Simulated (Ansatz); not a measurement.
MgS:
```
MgS
1.0
    0.00000     2.59100     2.59100
    2.59100     0.00000     2.59100
    2.59100     2.59100     0.00000
Mg S
1 1
Direct
  0.00000   0.00000   0.00000
  0.50000   0.50000   0.50000
```

Relaxed with PBEsol.

### Question
Give the optical modes at the zone centre with their infrared activity from DFPT, PBEsol (plane waves, PAW; program Ansatz).

### Answer
Transverse frequencies, without the LO–TO term; a row sums one degenerate level.

```tsv
ω (cm⁻¹)	degeneracy	IR ((D/Å)²/amu)	activity	symmetry
243	3	26.73	IR	T1u
```

### Question
How high does the top mode go among those that the LO–TO term moves?

### Answer
397 cm⁻¹ for q along x.

Space group Fm-3m (rock salt). The PBEsol relaxation kept the symmetry of its start; phonons on a q-mesh show no instability.

Potentials: the later of the program's two PAW sets.
